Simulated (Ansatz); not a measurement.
A scan (energy against volume; even scaling of the relaxed cell, symmetry kept) gave these values. Computed with PBE (plane waves to 420 eV, PAW, scalar-relativistic; Ansatz, an electronic-structure program).

The bulk modulus B₀ (third-order Birch-Murnaghan fit) is 248 GPa and the pressure derivative B₀′ (fit) is 5.5. The equilibrium volume of the fit comes out as 15.64 Å³/atom.

**Question.** Of these crystals, all scanned alike, which one is it?
A. Au (fcc, Cu type)
B. CsPbCl₃ (cubic perovskite)
C. Al (fcc, Cu type)
D. Pt (fcc, Cu type)

**Answer.** D, Pt (fcc, Cu type). The others have, for the bulk modulus: Au 139 GPa, Al 76.5 GPa, CsPbCl3 21.8 GPa

All were relaxed with their symmetry unable to fall. Pt is run without spin polarisation. Spin-orbit coupling is left out. The PAW data are Ansatz's earlier set. This is a high-temperature form of CsPbCl3.

(A scan under strain: stresses follow from slopes of the energy per volume, elastic moduli from its curvatures.)
